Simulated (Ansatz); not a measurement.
**Notes on Ga₂Sn**

```yaml
crystal:
  lattice:
    - [2.50977, 4.34704, 0.00000]
    - [-2.50977, 4.34704, 0.00000]
    - [0.00000, 0.00000, 6.60081]
  atoms:
    - { symbol: Ga, position: [0.00000, 0.00000, 0.00000] }
    - { symbol: Ga, position: [0.00000, 0.00000, 0.50000] }
    - { symbol: Ga, position: [0.33330, 0.33340, 0.75000] }
    - { symbol: Ga, position: [0.66660, 0.66670, 0.25000] }
    - { symbol: Sn, position: [0.33330, 0.33340, 0.25000] }
    - { symbol: Sn, position: [0.66660, 0.66670, 0.75000] }
```

The numbers come from plane-wave PAW DFT (Ansatz): r2SCAN, no spin polarisation, 500 eV, 8×8×5 Γ-centred k points, fermi-dirac occupations (width 0.1 eV). Nothing was relaxed.

(1) Is there a gap?

(2) What do density and ELF say about some of the short contacts?

(3) How is the charge shared?

(4) Is it stable against the elements?

(5) What does the stress say?

Origin: a known structure type with other elements, at an estimated volume, so it need not be a known compound.

## Answers

(1) It is a metal, with about 2.9 states/eV a cell as the mean within 0.25 eV of the Fermi level, mostly Ga p (42 %), Sn p (35 %) and Ga s (15 %).

(2) Ga–Sn at 2.90 Å: least valence density 0.24 e/Å³ and ELF 0.53 there. Ga–Ga at 3.30 Å: least valence density 0.10 e/Å³ and ELF 0.20 there. These are pseudo-fields; inside the PAW spheres they differ from the all-electron ones.

(3) Bader charges in e: Ga -0.02 to +0.10, Sn -0.08. In the mean Ga gives up most and Sn takes most.

(4) 0.27 eV an atom against the elements' usual phases (free molecules for gases, crystals otherwise, with no correction for O₂ or N₂), so at this geometry it isn't bound against them. Relaxing would lower it.

(5) The pressure is -3.5 GPa (compression positive), so with the atoms held at these fractions the cell would first shrink. The principal stresses -4.8, -2.9, -2.9 GPa differ, so its shape would change too.
